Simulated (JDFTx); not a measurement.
Ag(100) slab cut from bulk Ag (space group Fm-3m, indices of the conventional cell, lattice of the Materials Project entry mp-124, not re-optimised): 4 atoms in 4 planes, a 1x1 cell of 8.42 Å² (|a| = 2.902, |b| = 2.902 Å), 6.2 Å between the outermost planes, cell height 22.2 Å, 8×8×1 k mesh, Fermi smearing 0.01 Ha, no spin polarisation.

All numbers are PBE, GBRV ultrasoft potentials, plane waves to 20/100 Ha results from a modified build of JDFTx, not measurements. Liquid: linear PCM (GLSSA13), water, 1 M KCl. Between zero charge and -0.90 V from it the run gives σ = -13.6 μC/cm², a mean capacitance of 15.1 μF/cm². The liquid has ε = 78.4, a 1:1 salt at 1 M with linear (Debye) response, and T = 298 K.

A calculation by hand: the Debye length, the diffuse-layer capacitance, and the inner capacitance that is left when the two stand in series.

Each ion has density c = 1 × 6.022×10⁻⁴ = 6.022e-04 Å⁻³. λ² = ε kT / (8π (e²/4πε₀) c) with kT = 0.02568 eV and e²/4πε₀ = 14.40 eV Å gives λ = 3.04 Å; the log prints 3.04 Å. C_diffuse = ε₀ε/λ = 228 μF/cm². Then 1/C_inner = 1/15.1 − 1/228, so C_inner = 16.1 μF/cm², which equals a vacuum gap of ε₀/C_inner = 0.55 Å. The diffuse layer takes 7 % of the potential drop; the rest lies between the electrode's charge and the onset of the dielectric, with the electrode's own (quantum) capacitance in it. The split is a model: in the calculation solvent and ions share one smooth cavity.
